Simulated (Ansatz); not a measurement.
Tl:
```yaml
crystal:
  lattice:
    - [0.00000, 3.43772, 3.43772]
    - [3.43772, 0.00000, 3.43772]
    - [3.43772, 3.43772, 0.00000]
  atoms:
    - { symbol: Tl, position: [0.00000, 0.00000, 0.00000] }
    - { symbol: Tl, position: [0.25000, 0.25000, 0.25000] }
```

Relaxed with PBEsol. Special points in fractions of this cell's reciprocal vectors: Γ (0.000, 0.000, 0.000); X (0.500, 0.000, 0.500); U (0.625, 0.250, 0.625); K (0.375, 0.375, 0.750); L (0.500, 0.500, 0.500); W (0.500, 0.250, 0.750).

List the band energies nearest the Fermi level at these points for the program Ansatz at the PBEsol level (PAW).

In eV from the Fermi level; about four levels below and three above (degenerate sets whole), none deeper than 8.9 eV; points with the same levels are listed once.

| k | below | above |
|---|---|---|
| Γ | -0.74 | 2.45 2.45 2.45 |
| X | -5.99 -5.99 -0.37 -0.37 | 2.32 2.32 9.31 9.31 |
| U | -6.37 -5.54 -1.32 | 0.02 2.54 4.76 |
| L | -7.34 -4.77 | 0.95 1.09 1.09 |
| W | -5.94 -5.94 -0.97 -0.97 | 4.69 4.69 5.63 5.63 |

Space group Fd-3m (diamond). The start of the workflow was typed in or built on a structure type; neither database checked (COD, Materials Project) lists it. It is not the phase usual at ambient conditions (space group No. 194). Symmetry was held in the PBEsol relaxation. At this level the phase is mechanically unstable. Scalar-relativistic: spin–orbit coupling is off unless named, which matters more the heavier the elements.

Potentials: the later of the program's two PAW sets.
